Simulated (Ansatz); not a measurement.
Input and command of a plane-wave DFT calculation in Ansatz:

```yaml
crystal:
  lattice:
    - [1.5153257781, 0.8748737459, 4.2184986354]
    - [-1.5153257781, 0.8748737459, 4.2184986354]
    - [0.0, -1.7497474918, 4.2184986354]
  atoms:
    - { symbol: B, position: [0.1690495829, 0.1690495829, 0.1690495829] }
    - { symbol: B, position: [0.4965333564, 0.4965333564, 0.4965333564] }
    - { symbol: As, position: [0.0011170608, 0.0011170608, 0.0011170608] }
basis:
  ecutwfc: 420
kpoints:
  mp_grid: { grid: [18, 18, 18] }
hamiltonian:
  xc: pbe
scf:
  occupations: { method: gaussian, width: 0.1 }
output:
  forces: true
  stress: true
  eigenvalues: true
relax:
  adjacent_minimum: "off"
  f_tol: 0.01
  max_steps: 80
  cell: { stress_tol: 0.05 }
```

```bash
ansatz run input.yaml --threads 1 --pin off --max-ram 2560MiB --backend cpu --events-out ev --progress --plain --runs-dir out
```

Processor: Arm Neoverse V2, 1 thread, on a host shared with other jobs.

How long does it run, and how much memory does it take?

About 13 min on 1 thread of Arm Neoverse V2 (shared host), peak memory 0.68 GiB. It solves 15 bands at 580 k points (the mesh reduced by the symmetry that the task leaves, which can be less than the crystal's) with about 793 plane waves (on the last cell), in 134 SCF iterations over 21 ionic steps.
